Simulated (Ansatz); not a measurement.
AlMo2C:
```
CELL_PARAMETERS angstrom
      3.01092     0.00000     0.00000
     -1.50546     2.60754     0.00000
      0.00000     0.00000    13.45178
ATOMIC_POSITIONS crystal
  Al 0.66667 0.33333 0.25000
  Al 0.33333 0.66667 0.75000
  Mo 0.66667 0.33333 0.91064
  Mo 0.33333 0.66667 0.08936
  Mo 0.33333 0.66667 0.41064
  Mo 0.66667 0.33333 0.58936
  C  0.00000 0.00000 0.00000
  C  0.00000 0.00000 0.50000
```

Relaxed with r²SCAN.

### Question
Give the Bader charges and basin volumes of the independent atoms, r²SCAN (plane waves, PAW; program Ansatz).

### Answer


```csv
atom,Bader charge (e),Bader volume (Å³)
Al1,+0.68,12.3
Mo3,+0.38,15.8
C7,-1.43,9.0
```

Space group P6_3/mmc. The start of the workflow was typed in or built on a structure type; neither database checked (COD, Materials Project) lists it. Its standing as an ambient phase is unchecked. The r²SCAN relaxation kept the symmetry of its start; its stability against distortions is not shown here. No spin polarisation was allowed.

Potentials: the earlier of the program's two PAW sets.
